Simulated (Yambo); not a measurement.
A G0W0@PBE run in Yambo for WS$_{2}$ (space group P6_3/mmc, No. 194) (6×6×1 Γ-centred k mesh, bands 3 to 92 and a 6 Ry block in the screening, 92 bands in G with the Bruneval-Gonze terminator, plasmon pole fitted at 27.2 eV) gives these matrix elements, in eV, at the band edges (Γ → (0.167, 0.167, 0)):

```
state               E0    <Vxc>     <Σx>  <Σc(E0)>      Z
---------------  -----  -------  -------  --------  -----
valence edge     0.000  -15.614  -15.966     0.680  0.797
conduction edge  0.892  -14.266  -10.242    -3.310  0.804
```

Solve the linearised quasiparticle equation for both states, give the gap, and say how exchange and correlation each act on it.

E = E0 + Z(Σx + Σc − Vxc). Valence: 0.000 + 0.797 × (-15.966 + (0.680) − (-15.614)) = 0.26 eV. Conduction: 0.892 + 0.804 × (-10.242 + (-3.310) − (-14.266)) = 1.47 eV. The gap is 1.20 eV, against 0.89 eV in PBE. Replacing Vxc by bare exchange alone would open it by 4.38 eV; correlation takes back 3.99 eV of that, and Z scales what is left. Convergence of the G0W0 settings was not tested. Without spin-orbit coupling, band edges of such heavy elements can be off by tenths of an eV.

Geometry relaxed with PBE+D3(BJ); primitive cell a = 3.154 Å, b = 3.154 Å, c = 12.138 Å, α = 90.00°, β = 90.00°, γ = 120.00°.
